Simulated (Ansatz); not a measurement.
GePd:
```
GePd
1.0
    3.17491     0.00000     0.00000
    0.00000     3.17491     0.00000
    0.00000     0.00000     3.17491
Pd Ge
1 1
Direct
  0.00000   0.00000   0.00000
  0.50000   0.50000   0.50000
```

Relaxed with PBE. Special points in fractions of this cell's reciprocal vectors: Γ (0.000, 0.000, 0.000); X (0.000, 0.500, 0.000); M (0.500, 0.500, 0.000); R (0.500, 0.500, 0.500).

### Question
List the band energies nearest the Fermi level at these points for PBE (plane waves, PAW; program Ansatz).

### Answer
In eV from the Fermi level; about four levels below and three above (degenerate sets whole), none deeper than 8.9 eV; … stands for higher levels left out; points with the same levels are listed once.

```json
[
 {"k": "Γ", "below": "-4.27 -4.27 -2.37 -2.37 -2.37", "above": "2.23 2.23 2.23"},
 {"k": "X", "below": "-3.56 -3.56 -2.30 -1.16", "above": "6.27 6.27 7.99"},
 {"k": "M", "below": "-3.00 -3.00 -1.62 -0.53", "above": "2.25 5.39 …"},
 {"k": "R", "below": "-5.69 -5.69 -5.69 -5.15 -1.58 -1.58", "above": "3.03 3.03 3.03"}
]
```

Space group Pm-3m (CsCl type). A made-up cell: these elements were put on the sites of a structure type; neither database checked (COD, Materials Project) lists it. COD files the formula under space group No. 62, so this cell is another polymorph or a model. Whether it is the stable phase at ambient conditions was not checked. The cell was relaxed with PBE under the symmetry of its start; its stability against distortions is not shown here. The run is not spin-polarised. Scalar-relativistic: spin–orbit coupling is off unless named, which matters more the heavier the elements.

Potentials: the earlier of the program's two PAW sets.
